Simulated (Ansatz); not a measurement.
The relaxed structure here is a generated cell of BaF2: the first start was made by placing the elements on the sites of a structure type, and the end was not matched to a known phase here, so it may be hypothetical. Known forms of BaF2 include space group No. 225.

A relaxed structure of BaF₂. Space group P4/nmm (No. 129). Computed with PBEsol (plane waves to 420 eV, PAW, scalar-relativistic; Ansatz, an electronic-structure program).

```cif
data_Ba2F4
_chemical_formula_sum 'F4 Ba2'
_space_group_name_H-M_alt 'P 1'
_space_group_IT_number 1
_cell_length_a 3.98020
_cell_length_b 3.98020
_cell_length_c 6.68505
_cell_angle_alpha 90.000
_cell_angle_beta 90.000
_cell_angle_gamma 90.000
loop_
_space_group_symop_operation_xyz
  'x, y, z'
loop_
_atom_site_label
_atom_site_type_symbol
_atom_site_fract_x
_atom_site_fract_y
_atom_site_fract_z
_atom_site_occupancy
F1 F 0.00000 0.00000 0.00000 1
F2 F 0.50000 0.50000 0.00000 1
F3 F 0.50000 0.00000 0.36537 1
F4 F 0.00000 0.50000 0.63463 1
Ba1 Ba 0.50000 0.00000 0.75711 1
Ba2 Ba 0.00000 0.50000 0.24289 1
```

**Question.** Predict the band gap from PBEsol.

**Answer.** 6.38 eV, direct within 0.03 eV (at Γ) (no spin-orbit coupling).

**Question.** What smallest direct gap does PBEsol give?

**Answer.** 6.39 eV at Γ.

No spin polarisation in the result.

The run could not lose the symmetry of its start, so the end can be a saddle point.
